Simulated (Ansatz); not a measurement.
Here is an unrelaxed guess for NaH3.

```
Na H
1.0
     5.25809   -3.03576    0.00000
     5.25809    3.03576    0.00000
    -3.50540    0.00000    4.95738
Na H
2 6
Cartesian
  2.5112 -1.5179 0.1667
  0.7585 1.5179 2.6454
  4.3817 -1.1100 1.2393
  1.3995 -0.2039 1.2393
  7.3640 -0.2039 1.2393
  2.6290 1.1100 3.7180
  5.6113 0.2039 3.7180
  -0.3532 0.2039 3.7180
```

Theory: Ansatz, DFT PBE, scalar-relativistic, plane waves, PAW. Settings: cutoff 420 eV, Γ-centred mesh 4×4×4 on the computed 8-atom cell, Gaussian smearing of 0.10 eV; no spin polarisation.

The zero of energy is the elements' standard structures at the same level (H₂ as a molecule); no fitted shifts are applied.

Question: What does a single point on this coarse mesh give?

Answer: The pressure is -0.3 GPa (the mean over three directions, positive in compression), the largest force is 0.45 eV/Å, and the energy is +1.32 eV/atom against the elements. The shortest distance is 2.03 Å.

Question: Is it a good guess?

Answer: A poor one: relaxing gains about 1.4 eV/atom in 58 ionic steps and ends at −0.043 eV/atom on the finer mesh. The symmetry goes from Cc (No. 9) to C2/c (No. 15). The volume per atom shrinks by 21.8 %, from 19.8 to 15.5 Å³. The shortest distance goes from 2.03 Å (Na–H) to 0.75 Å (H–H). Conventional cell: a = 12.577 Å, b = 4.588 Å, c = 4.561 Å, β = 109.8°. Na has 4 H at 2.28–2.30 Å; around H on a site of symmetry 1 lies 1 H at 0.75 Å; around H on a site of symmetry 2 lie 4 Na at 2.28–2.30 Å.

The last run used a 6×6×6 mesh for its 8-atom cell and Gaussian smearing of 0.02 eV. The end has Cc (No. 9) at a tolerance of 0.01 Å; the cell shown is made exact in the group found at 0.02 Å. No dispersion correction is applied, so the spacing and binding between layers, chains or molecules are poorly described. With hydrogen, zero-point motion can shift formation energies by some tens of meV/atom. The relaxation can't lower the symmetry of the start, and the grade says only how near the guess is to its own end. A structure relaxed within its symmetry needn't be a true minimum.
